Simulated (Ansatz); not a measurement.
Starting cell, WSi₂ (MoSi2 type, space group I4/mmm):

```
CELL_PARAMETERS angstrom
     -1.60576     1.60576     3.90206
      1.60576    -1.60576     3.90206
      1.60576     1.60576    -3.90206
ATOMIC_POSITIONS crystal
  W  0.00000 0.00000 0.00000
  Si 0.33486 0.33486 0.00000
  Si 0.66514 0.66514 0.00000
```

Scan: atom 1 (W, nearest neighbour Si at 2.611 Å; its periodic images, 3.2 Å or more away, move with it) is displaced along Cartesian [110], direction (0.707, 0.707, 0.000) in Cartesian axes, by s. The other atoms stay.

These are r2SCAN (plane waves to 500 eV, PAW, scalar-relativistic; Ansatz, a first-principles code) values and carry that method's errors. k mesh 16×16×16 (Γ-centred), Fermi-Dirac smearing 0.05 eV. The energy includes the smearing's −TS. Left out: 2 of 11 points, with atoms too close for the PAW data. With partly filled bands, energies and forces of such displacements shift with the k mesh and the smearing. Spin-orbit coupling is left out, though W is heavy. WSi2 is run without spin polarisation. WSi2 was relaxed with its symmetry unable to fall. ΔE is measured from the undisplaced structure. The last digit holds for this mesh only.

```json
[
 {"s (Å)": "-0.624", "ΔE (meV/cell)": "3226.9"},
 {"s (Å)": "-0.468", "ΔE (meV/cell)": "1567.6"},
 {"s (Å)": "-0.312", "ΔE (meV/cell)": "612.7"},
 {"s (Å)": "-0.156", "ΔE (meV/cell)": "140.0"},
 {"s (Å)": "0.000", "ΔE (meV/cell)": "0.0"},
 {"s (Å)": "0.156", "ΔE (meV/cell)": "140.0"},
 {"s (Å)": "0.312", "ΔE (meV/cell)": "612.7"},
 {"s (Å)": "0.468", "ΔE (meV/cell)": "1567.6"},
 {"s (Å)": "0.624", "ΔE (meV/cell)": "3226.9"}
]
```

Task: What force constant k = d²E/ds² at s = 0 does the table give?

Result: 11 eV/Å². It is the second difference of the nearest points, corrected with the next pair.

Task: With k = 11.16 eV/Å² from the forces, is the well harmonic out to s = 0.624 Å?

Result: ½ks² = 2173 meV/cell against the computed 3227 meV/cell, so the well is stiffer than harmonic there.

(For displaced atoms, the force is minus the slope of the energy, and its curvature is a force constant, which sets phonon frequencies.)
